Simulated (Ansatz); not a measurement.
# Relaxing a structure of NbAs

The start is a generated cell, NbAs placed in the CoSn structure type. A full variable-cell relaxation at zero pressure is run with PBEsol (plane waves to 420 eV, PAW, scalar-relativistic; Ansatz, a quantum-chemistry and plane-wave program). First-step values are on the input's coarse k-mesh.

Ansatz input (later rounds restart from its end on a renewed k-mesh):
Ansatz 0.2 input:
```yaml
crystal:
  lattice:
    - [5.6608458, 0, 0]
    - [-2.8304229, 4.9024363, 0]
    - [0, 0, 4.567817]
  atoms:
    - { symbol: Nb, position: [0.5, 0, 0] }
    - { symbol: Nb, position: [0.5, 0.5, 0] }
    - { symbol: Nb, position: [0, 0.5, 0] }
    - { symbol: As, position: [0, 0, 0] }
    - { symbol: As, position: [0.33333333, 0.66666667, 0.5] }
    - { symbol: As, position: [0.66666667, 0.33333333, 0.5] }
basis: { ecutwfc: 420, ecutrho_ratio: 4, xc_grid: 2, fft_grid_basis: typed }
kpoints: { mp_grid: { grid: [5, 5, 5] } }
hamiltonian:
  xc: pbesol
  dispersion: none
  pseudopotentials: { kind: paw }
scf: { occupations: { method: fermi_dirac, width: 0.05 } }
relax: { f_tol: 0.01, max_steps: 100, cell: { stress_tol: 0.02 } }
output: { forces: true, stress: true }
```

What pressure does the first self-consistent step give?

-12 GPa (negative: the cell is under tension).

By how much does the energy per atom fall from start to end?

0.12 eV/atom.

How does the volume change?

-9.9 %, from 21.13 to 19.04 Å³/atom.

How do the shortest distances between atoms change?

The closest pairs of elements (up to four, under 3.6 Å), start → end: As–Nb 2.81 → 2.66 Å; Nb–Nb 2.83 → 2.80 Å; As–As 3.27 → 3.23 Å.

Is the relaxed structure metallic? Give its gap.

No gap (metallic).

The space group stays P6/mmm (No. 191) (the run could not lower it); the end is AFLOW prototype AB_hP6_191_f_ad (B35, as in CoSn), with 6 atoms in the primitive cell. Final values are on a 10×10×11 k-mesh of the relaxed cell. No spin polarisation in the result.

The run could not lose the symmetry of its start, so the end can be a saddle point.

All atoms sit on sites fixed by symmetry, so only the cell could relax.

The relaxed structure here is a generated cell of NbAs: the first start was made by placing the elements on the sites of a structure type, and the end was not matched to a known phase here, so it may be hypothetical.
